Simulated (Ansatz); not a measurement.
LiF:
```cif
data_FLi
_chemical_formula_sum 'Li1 F1'
_space_group_name_H-M_alt 'P 1'
_space_group_IT_number 1
_cell_length_a 2.82104
_cell_length_b 2.82104
_cell_length_c 2.82104
_cell_angle_alpha 60.000
_cell_angle_beta 60.000
_cell_angle_gamma 60.000
loop_
_space_group_symop_operation_xyz
  'x, y, z'
loop_
_atom_site_label
_atom_site_type_symbol
_atom_site_fract_x
_atom_site_fract_y
_atom_site_fract_z
_atom_site_occupancy
Li1 Li 0.00000 0.00000 0.00000 1
F1 F 0.50000 0.50000 0.50000 1
```

Relaxed with r²SCAN. Independent-particle spectrum: no excitons, no local fields, no scissors shift; 0.1 eV broadening; ε₁ of the summed bands alone.

Q: Tabulate the dielectric function from plane-wave PAW r²SCAN (Ansatz code).

A: 

| E (eV) | ε₁ xx | ε₂ xx |
|---|---|---|
| 0.0 | 1.84 | 0.00 |
| 0.5 | 1.84 | 0.00 |
| 1.0 | 1.84 | 0.00 |
| 1.5 | 1.85 | 0.00 |
| 2.0 | 1.85 | 0.00 |
| 2.5 | 1.86 | 0.00 |
| 3.0 | 1.87 | 0.00 |
| 3.5 | 1.88 | 0.00 |
| 4.0 | 1.90 | 0.00 |
| 4.5 | 1.91 | 0.00 |
| 5.0 | 1.93 | 0.00 |
| 5.5 | 1.95 | 0.00 |
| 6.0 | 1.98 | 0.00 |
| 6.5 | 2.01 | 0.00 |
| 7.0 | 2.05 | 0.00 |
| 7.5 | 2.10 | 0.00 |
| 8.0 | 2.15 | 0.00 |
| 8.5 | 2.22 | 0.00 |
| 9.0 | 2.31 | 0.00 |
| 9.5 | 2.44 | 0.00 |
| 10.0 | 2.64 | 0.00 |
| 10.5 | 3.03 | 0.27 |
| 11.0 | 3.06 | 0.59 |
| 11.5 | 3.16 | 0.86 |
| 12.0 | 3.44 | 1.28 |

Q: From ε at 10.6 eV (xx: 3.03 + 0.36i), find n, k, the normal reflectivity and the absorption coefficient.

A: n = 1.74, k = 0.103, R = 7 %, α = 2kE/ħc = 110000 cm⁻¹.

With all bands, ε∞ without local fields is 1.99. DFPT, with local fields, gives 1.99.

Space group Fm-3m (rock salt). The r²SCAN relaxation kept the symmetry of its start.

Potentials: the earlier of the program's two PAW sets.
